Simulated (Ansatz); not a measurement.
This guess for Ga3As2P is about to be relaxed.

```yaml
crystal:
  lattice:
    - [-1.93745, 1.93745, 8.21992]
    - [1.93745, -1.93745, 8.21992]
    - [1.93745, 1.93745, -8.21992]
  atoms:
    - { symbol: Ga, position: [0.00000, 0.00000, 0.00000] }
    - { symbol: Ga, position: [0.66667, 0.66667, 0.00000] }
    - { symbol: Ga, position: [0.33333, 0.33333, 0.00000] }
    - { symbol: P, position: [0.25000, 0.75000, 0.50000] }
    - { symbol: As, position: [0.58333, 0.08333, 0.50000] }
    - { symbol: As, position: [0.91667, 0.41667, 0.50000] }
```

Method: DFT PBE, scalar-relativistic, plane waves, PAW (Ansatz). Cutoff 420 eV, Gaussian smearing, Γ-centred meshes. Cell and atoms relax first on a coarse mesh and then on a converged one. In between, the cell is made exact in the group found at 0.06 Å. The steps can't lower the symmetry of their start. No spin polarisation.

A guess keeps its type if space group and coordination stay and the shape of the cell changes little (axis ratios within about 15 %, angles within 6°); the volume may change.

**Question.** Does it keep its structure type, or change into something else?

**Answer.** It keeps its type. The symmetry stays I-4m2 (No. 119). The volume per atom grows by 10.4 %, from 20.6 to 22.7 Å³. The shortest distance goes from 2.37 Å (Ga–As and Ga–P) to 2.41 Å (Ga–P). The ratio c/a of the conventional cell changes by a factor of 1.00. Counting neighbours within 15 % of an atom's shortest distance, the start has As 4, Ga 4, P 4 and the end As 4, Ga 4, P 4.

The last run used a 12×12×12 mesh for its 6-atom cell and Gaussian smearing of 0.02 eV. A structure relaxed within its symmetry needn't be a true minimum.
